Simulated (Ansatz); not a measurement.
Values for one crystal, relaxed and computed with plane-wave PAW PBEsol (Ansatz code); other levels are named.

```yaml
volume_per_atom: 29.39 Å³
electronic_character: no gap, with almost no states at the Fermi level (zero-gap or semimetallic)
Formation energy from the elements (no fitted shifts): -324 meV/atom
zone_centre_stability: no imaginary mode at Γ
highest_zone_centre_frequency: 142 cm⁻¹
HSE06 gap on the PBEsol cell: 0.13 eV (a hybrid on a coarse mesh can open a false gap in a semimetal)
Pressure derivative B′: 4.4
```

Q: Pick the material that matches.
(A) LuSi2, P6/mmm (Lu on 1a, Si on 2d)
(B) InAs, rock salt
(C) HgS, wurtzite
(D) Sn3Te2Se, P-3m1 (Sn on 1b, Sn on 2d, Te on 2d, Se on 1a)

A: D, Sn3Te2Se, P-3m1 (Sn on 1b, Sn on 2d, Te on 2d, Se on 1a)

The workflow started from a Materials Project entry (that database holds measured and hypothetical structures alike); the Crystallography Open Database copy checked does not list it. Its standing as an ambient phase is unchecked. The PBEsol relaxation kept the symmetry of its start. As this level gives no gap, phonon frequencies hold no LO–TO term and depend on the k-mesh and smearing (Fermi–Dirac, 0.1 eV here). The references are the lowest solids computed at this level, not always the standard phases. Scalar-relativistic: spin–orbit coupling is off unless named, which matters more the heavier the elements.

Potentials: the later of the program's two PAW sets.
